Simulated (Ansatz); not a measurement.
AlN (rock salt, Fm-3m), LDA in the plane-wave PAW code Ansatz, all energies at zero smearing, with the estimated change up to a 700 eV cutoff added, with one set of potentials and settings (totals compare only within such a set). Cell of 2 atoms (1 Al, 1 N): -889.667 eV.

| element | reference phase | E (eV/atom) |
|---|---|---|
| Al | Fm-3m, 1 atoms in the cell | -512.8748 |
| N | P4_2/mnm, 4 atoms in the cell | -373.6525 |

Formation energy per atom, worked out: (-889.667 − 1×(-512.8748) − 1×(-373.6525))/2 = -1.570 eV/atom (-151 kJ per mol of atoms), at 0 K, without zero-point energy or fitted corrections.

This is a known high-pressure phase of the composition, computed here at zero pressure and temperature. The cell was relaxed with LDA under the symmetry of its start; whether a distortion lowers the energy is not shown. The volume moved by -39 % from the start of the relaxation. The references are the lowest solids computed at this level, not always the standard phases (solids in place of the gases).

Potentials: the earlier of the program's two PAW sets. The files were generated under PBE; for other functionals the program regenerates the frozen cores, and for LDA and PBEsol the local potential too.
